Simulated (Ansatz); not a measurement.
**Formation energy of MoSe (zincblende structure)**

Computed with Ansatz (plane waves, PAW, 500 eV cutoff): r²SCAN, scalar-relativistic, collinear spin, Γ-centred 10×10×10 mesh, 0.05 eV Gaussian smearing; PAW files: Ansatz's generated set soft_2.

The cell came from substitution into a structure type; no database entry of this phase was matched, which doesn't show that none exists.

Symmetry: F-43m, No. 216, cubic system. The conventional cell has a = 5.663 Å, b = 5.663 Å, c = 5.663 Å, α = 90.00°, β = 90.00°, γ = 90.00°. Mo (site symmetry -43m) is surrounded by 4 Se at 2.45 Å. Around Se (site symmetry -43m) lie 4 Mo at 2.45 Å. (Shells end 15 % past the nearest neighbour.)

The elements were computed in their standard states with the same datasets, cutoff and functional. The compound's run is ferromagnetic, with site spin moments Mo 0.93 μB. Total energies depend on the potentials used, so only differences within one code and one set of settings carry meaning.

Energy of the relaxed cell (2 atoms, smearing extrapolated to zero): -10445.001 eV. Elements, in eV/atom: Mo -4967.595, Se -5478.127.

Problem. What is the formation energy?

Solution. [-10445.001 − (1 × -4967.595 + 1 × -5478.127)] / 2 = 0.36 eV/atom, or 35 kJ per mole of atoms.

The value is for 0 K, without zero-point energy. Uncorrected semilocal values for oxides, chalcogenides and halides often miss by tenths of an eV an atom. A positive value means that this structure is unstable even against the elements at this level.

The run wasn't fully tested for a lower electronic state. Site moments are of spin, integrated over atomic spheres. The moments were started parallel, and the real magnetic order may be another.
